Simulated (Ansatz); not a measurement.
ScPd (CsCl type)

```
CELL_PARAMETERS angstrom
      3.22988     0.00000     0.00000
      0.00000     3.22988     0.00000
      0.00000     0.00000     3.22988
ATOMIC_POSITIONS crystal
  Sc 0.50000 0.50000 0.50000
  Pd 0.00000 0.00000 0.00000
```

The slice is a {110} plane (indices of the conventional cell) through the point (0.500, 0.500, 0.500) (fractional), spanned by u = [100] and v = [011] in vectors of this cell: u (3.23 Å) and v (4.57 Å, at 90° to u). It covers one period; positions are fractions (u, v).

Calculation: LDA (plane waves to 420 eV, PAW, scalar-relativistic; Ansatz, a first-principles code). k mesh 14×14×14. These are valence fields of a PAW run, semicore shells included where kept as valence: close to a nucleus they are smooth pseudo fields. ScPd is run without spin polarisation. ScPd was relaxed with its symmetry unable to fall.

Three fields on this plane, each scaled to ten steps between its own extremes (0 low, 9 high; the total valence density on a logarithmic scale, the potential cut 8 eV below its top; x marks points blanked near nuclei; v = 0 in the bottom row):

Map A
```
|xxxxxxx2000002xxxxxx|
|xxxxxx521000125xxxxx|
|xxxxxx421111124xxxxx|
|xxxxx63222222236xxxx|
|xxxx6433333333346xxx|
|xx65444444544444456x|
|33334456677766544333|
|223345789xxx98754332|
|2234579xxxxxxx975432|
|223579xxxxxxxxx97532|
|23468xxxxxxxxxxx8643|
|33469xxxxxxxxxxx9643|
|3357xxxxxxxxxxxxx753|
|3357xxxxxxxxxxxxx753|
|3357xxxxxxxxxxxxx753|
|33469xxxxxxxxxxx9643|
|23468xxxxxxxxxxx8643|
|223579xxxxxxxxx97532|
|2234579xxxxxxx975432|
|223345789xxx98754332|
|33334456677766544333|
|xx65444444544444456x|
|xxxx6433333333346xxx|
|xxxxx63222222236xxxx|
|xxxxxx421111124xxxxx|
|xxxxxx521000125xxxxx|
|xxxxxxx2000002xxxxxx|
|xxxxxxx2000002xxxxxx|
```

Map B
```
|xxxxxxx0023200xxxxxx|
|xxxxxx201343102xxxxx|
|xxxxxx113575311xxxxx|
|xxxxx21258985212xxxx|
|xxxx3235899985323xxx|
|xx32236788888763223x|
|11124677777777764211|
|334677778xxx87777643|
|7778778xxxxxxx877877|
|999878xxxxxxxxx87899|
|99877xxxxxxxxxxx7789|
|98767xxxxxxxxxxx7678|
|8866xxxxxxxxxxxxx668|
|8866xxxxxxxxxxxxx668|
|8866xxxxxxxxxxxxx668|
|98767xxxxxxxxxxx7678|
|99877xxxxxxxxxxx7789|
|999878xxxxxxxxx87899|
|7778778xxxxxxx877877|
|334677778xxx87777643|
|11124677777777764211|
|xx32236788888763223x|
|xxxx3235899985323xxx|
|xxxxx21258985212xxxx|
|xxxxxx113575311xxxxx|
|xxxxxx201343102xxxxx|
|xxxxxxx0023200xxxxxx|
|xxxxxxx0012100xxxxxx|
```

Map C
```
|xxxxxxx0356530xxxxxx|
|xxxxxx014666410xxxxx|
|xxxxxx025676520xxxxx|
|xxxxx01467776410xxxx|
|xxxx0035677765300xxx|
|xx00134566666543100x|
|00123444333334443210|
|445554300xxx00345554|
|7766520xxxxxxx025667|
|887630xxxxxxxxx03678|
|99851xxxxxxxxxxx1589|
|99740xxxxxxxxxxx0479|
|9974xxxxxxxxxxxxx479|
|9973xxxxxxxxxxxxx379|
|9974xxxxxxxxxxxxx479|
|99740xxxxxxxxxxx0479|
|99851xxxxxxxxxxx1589|
|887630xxxxxxxxx03678|
|7766520xxxxxxx025667|
|445554300xxx00345554|
|00123444333334443210|
|xx00134566666543100x|
|xxxx0035677765300xxx|
|xxxxx01467776410xxxx|
|xxxxxx025676520xxxxx|
|xxxxxx014666410xxxxx|
|xxxxxxx0356530xxxxxx|
|xxxxxxx0356530xxxxxx|
```

Q: Assign the maps to these fields: electron localisation function (ELF); valence electron density; electrostatic potential energy of an electron, from the cell's mean.

A: A is the valence electron density; B is the electron localisation function (ELF); C is the electrostatic potential energy of an electron, from the cell's mean.
